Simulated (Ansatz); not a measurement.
Theory: DFT PBE, scalar-relativistic, plane waves, PAW (Ansatz). All cells share a 420 eV cutoff and Γ-centred k meshes spaced at most about 0.3 Å⁻¹ (2π included). No spin polarisation in the final relaxations.

Temperature and zero-point effects are left out. All come from trial cells, and lower structures may exist.

Problem. These unrelaxed guesses for Sn₂PbO₃ are each relaxed within their symmetry. Order them by the energy at which they end, lowest first.
A.

```xyz
12
Lattice="3.9131 0.0000 0.0000 0.0000 11.7394 0.0000 0.0000 0.0000 4.9773" Properties=species:S:1:pos:R:3 pbc="T T T"
Sn    0.0000    9.7828    1.1871
Sn    0.0000    1.9566    1.1871
Sn    1.9566    3.9131    3.7902
Sn    1.9566    7.8262    3.7902
Pb    0.0000    5.8697    1.1871
Pb    1.9566    0.0000    3.7902
O     0.0000    3.9131    0.0000
O     0.0000    7.8262    0.0000
O     0.0000    0.0000    0.0000
O     1.9566    5.8697    0.0000
O     1.9566    9.7828    0.0000
O     1.9566    1.9566    0.0000
```

B.

```xyz
12
Lattice="3.9131 0.0000 0.0000 0.0000 3.9131 0.0000 0.0000 0.0000 14.9320" Properties=species:S:1:pos:R:3 pbc="T T T"
Sn    0.0000    0.0000    1.1871
Sn    1.9566    1.9566    3.7902
Sn    1.9566    1.9566    8.7676
Sn    1.9566    1.9566   13.7449
Pb    0.0000    0.0000    6.1644
Pb    0.0000    0.0000   11.1418
O     0.0000    1.9566    0.0000
O     0.0000    1.9566    4.9773
O     0.0000    1.9566    9.9547
O     1.9566    0.0000    0.0000
O     1.9566    0.0000    4.9773
O     1.9566    0.0000    9.9547
```

Solution. A (ends in Pmmn, 0 meV/atom), B (ends in P4mm, 14 meV/atom).

No dispersion correction is applied, so the spacing and binding between layers, chains or molecules are poorly described (Pmmn, P4mm), and this can change margins and order among such cells. These runs have no spin–orbit coupling, which can matter for Pb. Cells relaxed within their symmetry can be saddle points. Some candidate types were left out of the draw beforehand, so a known form may be missing.
